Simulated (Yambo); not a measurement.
Yambo run on LuVO4 (space group I4_1/amd, No. 141). The wavefunctions are PBEsol (pw.x of Quantum ESPRESSO, ONCV potentials, without SOC) ones on a 2×2×2 mesh (62 occupied bands); a = b = c = 5.8273 Å, α = β = 106.49°, γ = 115.62°.

Yambo input:

```
rim_cut
gw0
dyson
el_el_corr
HF_and_locXC
cohsex
em1s
RandQpts= 1000000
RandGvec= 1 Ry
EXXRLvcs= 100 Ry
VXCRLvcs= 400 Ry
Chimod= "HARTREE"
% BndsRnXs
 5 | 253 |
%
NGsBlkXs= 7 Ry
% LongDrXs
 1.0 | 1.0 | 1.0 |
%
ExtendOut
% QPkrange
 1 | 1 | 62 | 63 |
%
```

k points by index: 1 = Γ.

Resulting energies as the program prints them:

```
#    K-point    Band    Eo [eV]    E [eV]    E-Eo [eV]    Vxc [eV]    Vnlxc [eV]    Sc|Eo [eV]    Re(Z)    Im(Z)
#
    1    62    0.000000    -2.343190    -2.343190    -19.63882    -24.71847    2.736462    1.000000    0.000000
    1    63    2.865557    3.331156    0.465600    -20.66998    -13.79421    -6.410176    1.000000    0.000000
```
(The two width columns are left out.) Convergence of these settings isn't established.

Geometry of the Materials Project entry, not relaxed at this level.

The runs are not spin-polarised; magnetic order was not tried.
